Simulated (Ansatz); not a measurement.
HfN in the CrB-type structure

Level of theory: DFT, PBEsol, scalar-relativistic, no spin polarisation; plane waves to 420 eV with PAW datasets (Ansatz 0.2.0), Γ-centred 10×10×10 mesh, 0.05 eV Gaussian smearing. The datasets are Ansatz's generated set soft_2.

```yaml
crystal:
  lattice:
    - [1.57682, -5.40052, 0.00000]
    - [1.57682, 5.40052, 0.00000]
    - [0.00000, 0.00000, 3.07878]
  atoms:
    - { symbol: Hf, position: [0.85514, 0.14486, 0.25000] }
    - { symbol: Hf, position: [0.14486, 0.85514, 0.75000] }
    - { symbol: N, position: [0.65008, 0.34992, 0.25000] }
    - { symbol: N, position: [0.34992, 0.65008, 0.75000] }
```

This is a trial structure; measured cells of the compound in the Crystallography Open Database are in space group Fm-3m (rock salt).

Q: Which orbitals carry the states at the Fermi level, and how many states are there?

A: Within 0.1 eV of it: Hf 5d 74 %, Hf 6s 12 %, N 2p 12 % (shares among the projected shells). The density of states at the Fermi level is about 1.8 states/eV per cell, averaged over 0.3 eV.

Density of states (tetrahedra, averaged over 0.4 eV; states/eV per cell of 4 atoms; energy in eV from the Fermi level):

```
E (eV)   DOS
 -7.65  0.32
 -7.25  0.99
 -6.85  1.37
 -6.45  2.19
 -6.05  1.78
 -5.65  1.83
 -5.25  3.78
 -4.85  5.47
 -4.45  3.84
 -4.05  3.36
 -3.65  3.22
 -3.25  1.29
 -2.85  0.41
 -2.45  0.13
 -2.05  0.11
 -1.65  0.12
 -1.25  0.45
 -0.85  1.28
 -0.45  1.81
 -0.05  1.84
  0.35  1.22
  0.75  1.23
  1.15  1.29
  1.55  1.48
  1.95  1.81
  2.35  2.76
  2.75  3.34
  3.15  2.60
  3.55  1.82
  3.95  3.10
```

A formal count (Hf⁴⁺, N³⁻) leaves 1 electron a formula unit beyond the anions' closed shells. It goes into the bands above the anion p states, which fits the metal found.

Spin–orbit coupling, which matters for such heavy elements, is left out.
